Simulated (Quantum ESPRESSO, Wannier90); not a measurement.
Wannierisation of TaS$_{2}$ (CdI2 type)

```yaml
crystal:
  lattice:
    - [3.38286, 0.00000, 0.00000]
    - [-1.69143, 2.92964, 0.00000]
    - [0.00000, 0.00000, 6.16798]
  atoms:
    - { symbol: Ta, position: [0.00000, 0.00000, 0.00000] }
    - { symbol: S, position: [0.66667, 0.33333, 0.75428] }
    - { symbol: S, position: [0.33333, 0.66667, 0.24572] }
```

Materials Project entry mp-1690; symmetrised, unrelaxed at this level. COD (Crystallography Open Database) has the formula in 4 space groups, this one among them (matched by group alone). Computed values, not measurements, from PBEsol: Quantum ESPRESSO (norm-conserving PseudoDojo potentials, cutoff 47 Ry, no spin polarisation, no spin-orbit coupling) on a Γ-centred 12×12×6 mesh, then Wannier90. Density: 12×12×6 mesh, cold smearing 0.01 Ry. The cell is built of weakly bound layers, chains or molecules, whose nearest atoms lie 3.70 Å apart. Database cells relaxed without dispersion often hold them too far apart, which can enlarge gaps and weakens couplings between them; spacing and stacking were not compared with the measured crystal. Spin-orbit coupling is left out although heavy elements are present.

Base run: 11 functions from bands 7-27 of the 27 computed, start hydrogen-like Ta: d; S: p, frozen window up to 1.50 eV relative to the Fermi level, outer window open. Rows change the key named; with other orbitals the number of functions and the frozen window follow, as listed; window edges are relative to the Fermi level. The misfit compares interpolated bands with pw.x on a high-symmetry path, for states up to 1.0 eV relative to the Fermi level. Converged means that the tolerances were met: symmetric starts can stop on a saddle, which shows as a larger Ω_OD at equal Ω_I and can move the misfit too.

```csv
setting,functions,frozen to (eV),Ω_I (Å²),Ω_D (Å²),Ω_OD (Å²),rms misfit (meV),worst (meV),ended
base,11,1.50,18.43,0.01,0.83,0.7,7.8,converged
```

**Question.** Starting from this base row, predict which settings stop with an error, and how Ω_I and the misfit move in the others: only the lowest 16 of the kept bands; only the lowest 18 of the kept bands; dis_mix_ratio = 0.2.

**Answer.** 
```json
[
 {"setting": "only the lowest 16 of the kept bands", "functions": "11", "frozen to (eV)": "1.50", "Ω_I (Å²)": "19.93", "Ω_D (Å²)": "0.00", "Ω_OD (Å²)": "0.98", "rms misfit (meV)": "0.6", "worst (meV)": "6.3", "ended": "converged"},
 {"setting": "only the lowest 18 of the kept bands", "functions": "11", "frozen to (eV)": "1.50", "Ω_I (Å²)": "19.28", "Ω_D (Å²)": "0.00", "Ω_OD (Å²)": "0.89", "rms misfit (meV)": "0.7", "worst (meV)": "7.3", "ended": "converged"},
 {"setting": "dis_mix_ratio = 0.2", "functions": "11", "frozen to (eV)": "1.50", "Ω_I (Å²)": "18.43", "Ω_D (Å²)": "0.01", "Ω_OD (Å²)": "0.83", "rms misfit (meV)": "0.7", "worst (meV)": "7.8", "ended": "converged"}
]
```

Runs of this sweep that didn't settle are not listed.
